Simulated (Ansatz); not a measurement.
GaP:
```
CELL_PARAMETERS angstrom
      3.86419     0.00000     0.00000
     -1.93210     3.34649     0.00000
      0.00000     0.00000     8.51387
ATOMIC_POSITIONS crystal
  Ga 0.50000 0.00000 0.00000
  Ga 0.00000 0.50000 0.66667
  Ga 0.50000 0.50000 0.33333
  P  0.50000 0.00000 0.50000
  P  0.00000 0.50000 0.16667
  P  0.50000 0.50000 0.83333
```

Relaxed with HSE06. Special points in fractions of this cell's reciprocal vectors: Γ (0.000, 0.000, 0.000); M (0.500, 0.000, 0.000); K (0.333, 0.333, 0.000); A (0.000, 0.000, 0.500); L (0.500, 0.000, 0.500); H (0.333, 0.333, 0.500).

### Question
List the band energies nearest the valence-band maximum at these points for the program Ansatz at the HSE06 level (PAW).

### Answer
In eV from the valence-band maximum; about four levels below and three above (degenerate sets whole), none deeper than 8.9 eV; points with the same levels are listed once.

```csv
k,below,above
Γ,-0.90 -0.90 -0.60 0.00,1.46 2.56 2.56
M,-3.07 -2.34 -2.09 -1.96,1.36 1.46 1.95
K,-4.28 -4.28 -2.72 -2.00 -2.00,0.95 2.98 2.98
A,-0.90 -0.76 -0.76 -0.50,2.38 2.85 2.85
L,-2.86 -2.74 -2.49 -2.01,2.05 2.08 3.07
H,-4.46 -4.46 -2.59 -1.69,3.09 3.66 3.66
```

Space group P6_222. A made-up cell: these elements were put on the sites of a structure type; neither database checked (COD, Materials Project) lists it. It is not the phase usual at ambient conditions (space group No. 216). The cell was relaxed with HSE06 under the symmetry of its start; whether a distortion lowers the energy is not shown. The hybrid was solved on a coarse mesh, the path and, where they were found, the r²SCAN edge points; its band edges are the extreme levels among these. Scalar-relativistic: spin–orbit coupling is off unless named, which matters more the heavier the elements.

Potentials: the later of the program's two PAW sets.
